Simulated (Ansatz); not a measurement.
Values for one crystal, relaxed and computed with PBEsol in the plane-wave PAW code Ansatz; other levels are named.

| Property | Result |
|---|---|
| Volume per atom | 15.22 Å³ |
| Electronic character | metallic (no gap) |
| Density of states at the Fermi level | 0.53 states/eV per atom (mean over ±0.08 eV) |
| Pressure derivative B′ | 4.8 |
| Formation energy from the elements (no fitted shifts) | -0.20 eV/atom |
| Bulk modulus (Birch–Murnaghan fit) | 322 GPa |

Question: Which compound is it?
A. PtW, Cmcm (W on 4c, Pt on 4c)
B. ScAl, Cmcm (Sc on 4c, Al on 4c)
C. Al3Ru2, I4/mmm (Al on 2a, Al on 4e, Ru on 4e)
D. ScPt, CsCl type

Answer: A, PtW, Cmcm (W on 4c, Pt on 4c)

The start of the workflow was typed in or built on a structure type; neither database checked (COD, Materials Project) lists it. Its standing as an ambient phase is unchecked. The PBEsol relaxation kept the symmetry of its start; whether a distortion lowers the energy is not shown. No spin polarisation was allowed. The references are the lowest solids computed at this level, not always the standard phases. Scalar-relativistic: spin–orbit coupling is off unless named, which matters more the heavier the elements.

Potentials: the later of the program's two PAW sets.
